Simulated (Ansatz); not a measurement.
**Li₃Au: frozen-core PAW against all-electron methods**

```yaml
crystal:
  lattice:
    - [0.00000, 3.10672, 3.10672]
    - [3.10672, 0.00000, 3.10672]
    - [3.10672, 3.10672, 0.00000]
  atoms:
    - { symbol: Li, position: [0.25000, 0.25000, 0.25000] }
    - { symbol: Li, position: [0.50000, 0.50000, 0.50000] }
    - { symbol: Li, position: [0.75000, 0.75000, 0.75000] }
    - { symbol: Au, position: [0.00000, 0.00000, 0.00000] }
```

Atom numbers follow the list: Li1, Li2, Li3, Au4.

The cell is the one relaxed in the Materials Project (mp-11247), not relaxed further here; entries there can be hypothetical.

No spin–orbit coupling, which matters for the heavy atoms here.

Levels of theory: DFT, LDA, PAW with Ansatz's default frozen-core files, scalar-relativistic (Ansatz 0.2.0); DFT, LDA, all-electron PAW with datasets made for the crystal, scalar-relativistic (Ansatz 0.2.0); DFT, LDA, all-electron LAPW, scalar-relativistic (Ansatz 0.2.0).

For PAW: a Γ-centred 11×11×11 k mesh, Fermi–Dirac smearing of 0.03 eV, cutoff 420 eV, no spin polarisation; the PAW files were made with PBE, and the program remakes their frozen cores for this functional. The crystal-made all-electron datasets (AE datasets) take a cutoff of 260 eV at this cell. LAPW targets a basis error of 0.5 meV/atom. The Ansatz runs share mesh, smearing and spin set-up. Plane-wave (PAW) pressures include the program's estimate of the Pulay term.

Stress and pressure are positive in compression.

Levels count from the Fermi level.

```tsv
quantity	PAW	AE datasets	LAPW
pressure (GPa)	-2.09	-2.09	-2.07
highest filled level at X (eV)	-0.003	-0.003	-0.003
highest filled level at L (eV)	-2.101	-2.102	-2.102
lowest empty level at L (eV)	3.018	3.018	3.018
highest filled level at W (eV)	-0.643	-0.643	-0.643
lowest empty level at W (eV)	0.063	0.064	0.064
```
